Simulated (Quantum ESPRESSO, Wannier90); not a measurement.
**SnO (Pmn2₁), plane waves to Wannier functions**

```xyz
4
Lattice="3.3550 0.0000 0.0000 0.0000 5.6741 0.0000 0.0000 0.0000 4.2220" Properties=species:S:1:pos:R:3 pbc="T T T"
Sn     0.0000     1.3159    -2.0555
Sn     1.6775    -1.3159     0.0555
O      0.0000    -0.6171    -1.1110
O      1.6775     0.6171     1.0000
```

Cell from Materials Project (mp-545552), symmetrised, no further relaxation. Not found in the COD (Crystallography Open Database) copy used, which has the formula in other groups; not checked further. Method: PBEsol plane waves in Quantum ESPRESSO 7.5 (PseudoDojo norm-conserving files, 68 Ry, spinors with spin-orbit coupling), Bloch states on a 6×4×6 mesh through Γ, Wannier90 4.0.1. Density: 10×6×8 mesh, cold smearing 0.01 Ry. The cell is built of weakly bound layers, chains or molecules, whose nearest atoms lie 3.86 Å apart. Database cells relaxed without dispersion often hold them too far apart, which can enlarge gaps and weakens couplings between them; spacing and stacking were not compared with the measured crystal.

postw90 (berry_task = kubo; independent particles, width 0.1 eV, no gap correction, excitons or local fields) prints σ_xx of the spinor bands:

```json
[
 {"ħω (eV)": "0.10", "Re σ (S/cm)": "0", "Im σ (S/cm)": "-94"},
 {"ħω (eV)": "2.20", "Re σ (S/cm)": "2460", "Im σ (S/cm)": "-3510"},
 {"ħω (eV)": "3.15", "Re σ (S/cm)": "5840", "Im σ (S/cm)": "-1070"}
]
```

### Question
Work out the dielectric function, refractive index, reflectivity and absorption coefficient at these energies.

### Answer
ε = 1 + iσ/(ε0 ω), so ε₂ = Re σ/(ε0 ω) and ε₁ = 1 − Im σ/(ε0 ω); ε0 ω = 134.5 S/cm × ħω in eV.
- 0.10 eV: ε₁ = 8.0, ε₂ = 0.0; n + ik = √ε = 2.83 + 0.00i; R = 23 %
- 2.20 eV: ε₁ = 12.9, ε₂ = 8.3; n + ik = √ε = 3.75 + 1.11i; R = 37 %; α = 2ωk/c = 250000 cm⁻¹
- 3.15 eV: ε₁ = 3.5, ε₂ = 13.8; n + ik = √ε = 2.98 + 2.31i; R = 44 %; α = 2ωk/c = 740000 cm⁻¹
The model holds its own bands alone, so ε₁ lacks the part of higher transitions, and near sharp peaks it hangs on the broadening.
